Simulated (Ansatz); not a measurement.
BeTe:
```
BeTe
1.0
    0.00000     2.82856     2.82856
    2.82856     0.00000     2.82856
    2.82856     2.82856     0.00000
Te Be
1 1
Direct
  0.75000   0.75000   0.75000
  0.00000   0.00000   0.00000
```

Relaxed with r²SCAN. Special points in fractions of this cell's reciprocal vectors: Γ (0.000, 0.000, 0.000); X (0.500, 0.000, 0.500); U (0.625, 0.250, 0.625); K (0.375, 0.375, 0.750); L (0.500, 0.500, 0.500); W (0.500, 0.250, 0.750).

Q: List the band energies nearest the valence-band maximum at these points for the program Ansatz at the r²SCAN level (PAW).

A: In eV from the valence-band maximum; about four levels below and three above (degenerate sets whole), none deeper than 8.9 eV; points with the same levels are listed once.

| k | below | above |
|---|---|---|
| Γ | 0.00 0.00 0.00 | 4.04 4.04 4.04 |
| X | -5.27 -2.69 -2.69 | 2.38 3.01 10.52 10.52 |
| U | -4.91 -3.93 -2.27 | 3.10 5.75 8.53 |
| L | -5.67 -1.15 -1.15 | 3.51 5.04 5.04 |
| W | -4.73 -3.75 -3.23 | 5.68 6.11 6.20 |

Space group F-43m (zinc blende). The cell was relaxed with r²SCAN under the symmetry of its start; of distortions, only those at the zone centre were tested. Scalar-relativistic: spin–orbit coupling is off unless named, which matters more the heavier the elements.

Potentials: the later of the program's two PAW sets.
